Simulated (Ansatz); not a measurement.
Here is the system:

InAg$_{3}$:
```
CELL_PARAMETERS angstrom
      4.13809     0.00000     0.00000
      0.00000     4.13809     0.00000
      0.00000     0.00000     4.13809
ATOMIC_POSITIONS crystal
  In 0.00000 0.00000 0.00000
  Ag 0.00000 0.50000 0.50000
  Ag 0.50000 0.00000 0.50000
  Ag 0.50000 0.50000 0.00000
```

This is the PBEsol-relaxed structure.

All from PBEsol (plane waves, PAW; program Ansatz), unless another level is named. Estimate the highest zone-centre frequency.

158 cm⁻¹.

Give the Debye temperature from the elastic constants.

211 K.

Space group Pm-3m (Cu3Au type). The workflow started from an entry of the Crystallography Open Database (COD). Its standing as an ambient phase is unchecked. The PBEsol relaxation kept the symmetry of its start; of distortions, only those at the zone centre were tested. No spin polarisation was allowed. As this level gives no gap, shear constants depend on the k-mesh and smearing (Fermi–Dirac, 0.1 eV here). As this level gives no gap, phonon frequencies hold no LO–TO term and depend on the k-mesh and smearing (Fermi–Dirac, 0.1 eV here).

Potentials: the later of the program's two PAW sets.
